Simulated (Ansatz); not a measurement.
A relaxed structure of KCl is spoiled in several ways and relaxed again each time (noise and exchanges are one random draw each; pressure is positive under compression). All values below come from PBEsol (plane waves to 420 eV, PAW, scalar-relativistic; Ansatz, an electronic-structure program).

```cif
data_Cl4K4
_chemical_formula_sum 'Cl4 K4'
_space_group_name_H-M_alt 'Fm-3m'
_space_group_IT_number 225
_space_group_name_Hall '-F 4 2 3'
_cell_length_a 6.24370
_cell_length_b 6.24370
_cell_length_c 6.24370
_cell_angle_alpha 90.000
_cell_angle_beta 90.000
_cell_angle_gamma 90.000
loop_
_atom_site_label
_atom_site_type_symbol
_atom_site_symmetry_multiplicity
_atom_site_Wyckoff_symbol
_atom_site_fract_x
_atom_site_fract_y
_atom_site_fract_z
_atom_site_occupancy
Cl1 Cl 4 a 0.00000 0.00000 0.00000 1
K1 K 4 b 0.50000 0.50000 0.50000 1
```
(The calculation used a cell of 2 atoms; values per cell refer to that cell.)

```tsv
change	first pressure (GPa)	first V (Å³/atom)	released (eV/atom)	moves	outcome	final group	E − E(parent) (eV/atom)
with every coordinate shifted by Gaussian noise of σ = 0.2 Å	1.8	30.43	0.090	4	returns to the parent	Fm-3m	0.000
with every coordinate shifted by Gaussian noise of σ = 0.45 Å	7.3	30.43	0.45	5	returns to the parent	Fm-3m	0.000
deformed by the Cartesian strain tensor (xx, yy, zz, yz, xz, xy) = (0.041, -0.118, 0.034, -0.025, 0.007, -0.091)	3.0	28.60	0.12	8	returns to the parent	Fm-3m	0.000
doubled along one cell vector, shaken by Gaussian noise of σ = 0.08 Å a coordinate	0.2	30.43	0.011	2	returns to the parent	Fm-3m	0.000
```

First-step values come from each run's starting, coarser k-mesh (7×7×7, 6×6×7, 7×7×4). Each cell has its own k-point mesh; energy differences are given only to the digits this allows. No spin polarisation in the result.
